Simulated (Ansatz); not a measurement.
I (molecular I2 type), relaxed with PBE+D3(BJ) (Ansatz, a program for electronic structure, plane waves, PAW): a = 7.3449 Å, b = 4.4878 Å, c = 9.6421 Å, α = β = γ = 90.00°.

| Quantity | Result |
|---|---|
| gap (eV) | 0.83 |

Problem. The same phase is relaxed and computed with r²SCAN+D4 in the same code. What are the cell and these values now?

Solution. a = 7.509 Å, b = 4.589 Å, c = 9.791 Å, α = 90.00°, β = 90.00°, γ = 90.00°.

- gap (eV) = 1.21

All cells were relaxed under the symmetry of their starts (and spin orders); stability against distortions was not tested throughout. Scalar-relativistic: spin–orbit coupling is off unless named, which matters more the heavier the elements.

Potentials: the earlier of the program's two PAW sets.

Ansatz is a plane-wave DFT program.
